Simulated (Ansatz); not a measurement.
Total density of states per atom from DFT-r²SCAN in the program Ansatz with PAW potentials, in 0.25 eV bins, energy from the Fermi level:

```
E (eV) | states/eV/atom
    -7.85 |  0.00
    -7.60 |  0.00
    -7.35 |  0.00
    -7.10 | ### 0.14
    -6.85 | ###### 0.29
    -6.60 | ####### 0.36
    -6.35 | ########### 0.53
    -6.10 | ############### 0.73
    -5.85 | ####################### 1.11
    -5.60 | ##################### 1.02
    -5.35 | ############ 0.61
    -5.10 | ############# 0.65
    -4.85 | #################### 0.99
    -4.60 | #################### 0.99
    -4.35 | ########################## 1.31
    -4.10 | ############################## 1.48
    -3.85 | ############ 0.57
    -3.60 | ######### 0.45
    -3.35 | ############ 0.59
    -3.10 | ##################### 1.04
    -2.85 | ################ 0.78
    -2.60 | ############# 0.62
    -2.35 | ############# 0.63
    -2.10 | ############# 0.63
    -1.85 | ####### 0.34
    -1.60 | ####### 0.35
    -1.35 | ######## 0.39
    -1.10 | ########### 0.54
    -0.85 | ############ 0.60
    -0.60 | ######## 0.41
    -0.35 | ##### 0.25
    -0.10 | ###### 0.30
     0.15 | ############ 0.61
     0.40 | ################# 0.85
     0.65 | ################# 0.85
     0.90 | ##################### 1.03
     1.15 | ######## 0.40
     1.40 | ############## 0.69
     1.65 | ################ 0.81
     1.90 | # 0.06
     2.15 | ## 0.11
     2.40 | ###### 0.29
     2.65 | ############### 0.74
     2.90 | ################ 0.77
     3.15 | ################# 0.83
     3.40 | ############## 0.67
     3.65 | ####### 0.36
     3.90 | ######### 0.42
     4.15 | ########## 0.50
     4.40 | ####### 0.36
     4.65 | ##### 0.26
```

### Question
Which compound is it?
(A) BAs, CsCl type
(B) MoS2, R-3m (Mo on 3a, S on 6c)
(C) CdTe, P-6m2 (Cd on 1a, Te on 1f)
(D) MnIr, CsCl type

### Answer
B, MoS2, R-3m (Mo on 3a, S on 6c). Within 0.5 eV of the Fermi level: Mo 4d 52 %, S 3p 45 %. Projections are on Löwdin-orthogonalised atomic valence shells; empty p or d shells of many metals are not among them.

The cell is a constructed one: a structure type filled with these elements; the Crystallography Open Database files this formula in space group No. 166, but the cells were not matched. It is not the phase usual at ambient conditions (space group No. 160, 194). The cell was relaxed with r²SCAN under the symmetry of its start; its stability against distortions is not shown here. The run is not spin-polarised. A crystal of weakly bound layers computed without a dispersion correction: the cell and the soft elastic constants depend strongly on that. Scalar-relativistic: spin–orbit coupling is off unless named, which matters more the heavier the elements.

Potentials: the later of the program's two PAW sets.
